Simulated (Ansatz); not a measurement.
A plane-wave DFT run in Ansatz 0.2.0 (scalar-relativistic PAW potentials unless the input names others): input and command.

```yaml
crystal:
  lattice:
    - [3.3889424725, 0.0, 0.0]
    - [0.0, 3.3889424725, 0.0]
    - [0.0, 0.0, 10.0154103056]
  atoms:
    - { symbol: Co, position: [0.0, 0.0, 0.0] }
    - { symbol: Co, position: [0.5, 0.5, 0.0] }
    - { symbol: Co, position: [0.0, 0.5, 0.1721924854] }
    - { symbol: Co, position: [0.5, 0.0, 0.8278075146] }
    - { symbol: Br, position: [0.0, 0.5, 0.6934182497] }
    - { symbol: Br, position: [0.5, 0.0, 0.3065817503] }
basis:
  ecutwfc: 420
kpoints:
  mp_grid: { grid: [12, 12, 4] }
hamiltonian:
  xc: pbe
scf:
  occupations: { method: gaussian, width: 0.1 }
  n_extra_bands: 8
output:
  forces: true
  eigenvalues: true
  stress: true
```

```bash
ansatz run input.yaml --threads 1 --pin off --max-ram 2560MiB --backend cpu --events-out ev --progress --plain --runs-dir out
```

Abridged log:
```
scf.n_extra_bands = 8 over 41 filled bands (N_el = 82.0): the run solves 49 bands
Pseudopotentials: kind: paw
Pseudopotential: Co, paw, valence charge 17, recommended cutoff 420 eV (normal)
Pseudopotential: Br, paw, valence charge 7, recommended cutoff 420 eV (normal)
Functional definition: PBE
Crystal: 6 atoms, lattice volume = 115.026 Å³
Basis set: ecut = 420 eV, 2245 PW (Γ), exchange–correlation on 48×48×144 points (8 copies of the dense FFT grid, shifted against one another)
Bands: 49, of which v1, the nominal top of the filled ones, is band 41 counted from 1 (40 counted from 0)
Symmetry: 16 space group operations
Space group: P4/nmm (ITA 129), of the structure as read, at distance tolerance 4.9e-5 Å
k-points: 84 of 576
Initial density: superposition of atomic densities (neutral atoms: chi_scale 0, normalization atom), corrected by the library's trained network
Initial wavefunctions: pseudopotential atomic-orbital guess
Functional: x = pbe(κ = 0.804, μ = 0.21951497), c = pbe(β = 0.06672455)
SCF iter   1: F=—  HF=-26067.803154 eV  |F-HF|=—  |Δ(HF+E_count)|=         —  Δρ=1.65e-2  dr2=2.29e-1  ethr=1.77e-3  ⟨swp⟩=6.1  Hψ=15498  notcnv=0
SCF iter   2: F=—  HF=-26067.807121 eV  |F-HF|=—  |Δ(HF+E_count)|=   3.97e-3  Δρ=1.32e-2  dr2=8.08e-2  ethr=2.79e-4  ⟨swp⟩=2.0  Hψ=7190  notcnv=0  defer=56
SCF iter   3: F=—  HF=-26067.792520 eV  |F-HF|=—  |Δ(HF+E_count)|=   1.46e-2  Δρ=6.58e-3  dr2=2.24e-2  ethr=9.85e-5  ⟨swp⟩=2.0  Hψ=7222  notcnv=0  defer=56
SCF iter   4: F=—  HF=-26067.786989 eV  |F-HF|=—  |Δ(HF+E_count)|=   5.53e-3  Δρ=1.65e-3  dr2=9.36e-4  ethr=2.73e-5  ⟨swp⟩=2.0  Hψ=6081  notcnv=0  defer=53
SCF iter   5: F=—  HF=-26067.786654 eV  |F-HF|=—  |Δ(HF+E_count)|=   3.34e-4  Δρ=2.87e-4  dr2=2.63e-5  ethr=1.14e-6  ⟨swp⟩=2.5  Hψ=6230  notcnv=0  defer=42
SCF iter   6: F=—  HF=-26067.786610 eV  |F-HF|=—  |Δ(HF+E_count)|=   4.41e-5  Δρ=2.19e-4  dr2=5.18e-5  ethr=3.20e-8  ⟨swp⟩=2.2  Hψ=7161  notcnv=0  defer=38
SCF iter   7: F=—  HF=-26067.786610 eV  |F-HF|=—  |Δ(HF+E_count)|=   2.03e-7  Δρ=1.74e-4  dr2=3.38e-5  ethr=3.20e-8  ⟨swp⟩=1.0  Hψ=4060  notcnv=0  defer=38
SCF iter   8: F=—  HF=-26067.786610 eV  |F-HF|=—  |Δ(HF+E_count)|=   6.03e-7  Δρ=7.79e-5  dr2=6.08e-6  ethr=3.20e-8  ⟨swp⟩=1.0  Hψ=4060  notcnv=0  defer=38
SCF iter   9: F=—  HF=-26067.786610 eV  |F-HF|=—  |Δ(HF+E_count)|=   6.64e-8  Δρ=2.26e-5  dr2=5.87e-7  ethr=7.42e-9  ⟨swp⟩=1.2  Hψ=4099  notcnv=0  defer=38
SCF iter  10: F=-26067.786610 eV  HF=-26067.786610 eV  |F-HF|=1.25e-8  |Δ(HF+E_count)|=   3.05e-8  Δρ=5.87e-6  dr2=3.21e-8  ethr=1.22e-10  ⟨swp⟩=6.8  Hψ=15854  notcnv=0
SCF 1 converged in 10 iterations: F = -26067.786610 eV  dr2 = 3.21e-8
SCF converged after 10 iterations
Free energy (F): -26067.786610 eV
Harris-Foulkes:  -26067.786610 eV  (|F-HF|=1.25e-8)
Internal energy: -26067.728708 eV  (E = F + TS)
E sigma→0 (E₀):  -26067.757659 eV
Entropy (-TS):   -0.057901 eV (-9.650 meV/atom)
Fermi energy:    8.731021 eV
--- Forces (eV/Å), atoms counted from 1 ---
  atom   1  Co     0.00000000     0.00000000     0.00000000
  atom   2  Co     0.00000000     0.00000000     0.00000000
  atom   3  Co     0.00000000     0.00000000    -0.80371446
  atom   4  Co     0.00000000     0.00000000     0.80371446
  atom   5  Br     0.00000000     0.00000000     0.26839963
  atom   6  Br     0.00000000     0.00000000    -0.26839963
--- Stress (GPa, compression-positive) ---
       -7.185430       0.000000       0.000000
        0.000000      -7.185430       0.000000
        0.000000       0.000000      -6.133648
  P = ⅓ Tr σ = -6.8348 GPa (-68.348 kbar)
```

Apart from outputs and the relaxation, which only the reference makes, the input differs from a reference run on usual settings in scf.n_extra_bands: not typed → 8; magnetization: {"spin_polarized": true} → not typed. The reference, at the same geometry, ended its own course with pressure 0.02 GPa, largest force 0.002 eV/Å, no gap on the mesh. This run converged in 10 SCF iterations with an energy at zero smearing 241 meV/atom above the reference's, pressure -6.83 GPa, largest force 0.804 eV/Å, no gap on the mesh. Its lack of spin polarisation is looser than usual, and the result moved.

Moments start parallel, and another magnetic order may lie lower. No Hubbard U is used, which oxides and halides of open 3d shells often need for their gap.

The run took 10 s on 1 thread of AMD EPYC 9R45 96-Core Processor (Zen 5), with other jobs on the host, peak memory 0.6 GiB.